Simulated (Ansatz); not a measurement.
In$_{2}$GaAs$_{3}$:
```xyz
6
Lattice="-2.0976 2.0976 8.9583 2.0976 -2.0976 8.9583 2.0976 2.0976 -8.9583" Properties=species:S:1:pos:R:3 pbc="T T T"
In     0.0000     0.0000     6.0414
In     0.0000     0.0000    11.8752
Ga     0.0000     0.0000     0.0000
As     2.0976     0.0000     4.4791
As     0.0000     2.0976     1.3435
As     0.0000     2.0976     7.6148
```

This is the PBEsol-relaxed structure.

All from plane-wave PAW PBEsol (Ansatz code), unless another level is named. Estimate the electronic character.

no gap, with almost no states at the Fermi level (zero-gap or semimetallic).

Predict the formation energy from the elements (no fitted shifts).

-0.22 eV/atom.

Space group I-4m2. The first step of the workflow began from a Materials Project structure, measured or hypothetical; the Crystallography Open Database copy checked does not list it. With In and Ga taken as one species the cell has the higher symmetry F-43m, so it may be an ordered model of a mixed-site phase. Whether it is the stable phase at ambient conditions was not checked. Symmetry was held in the PBEsol relaxation; whether a distortion lowers the energy is not shown. The references are the lowest solids computed at this level, not always the standard phases. Scalar-relativistic: spin–orbit coupling is off unless named, which matters more the heavier the elements.

Potentials: the later of the program's two PAW sets.
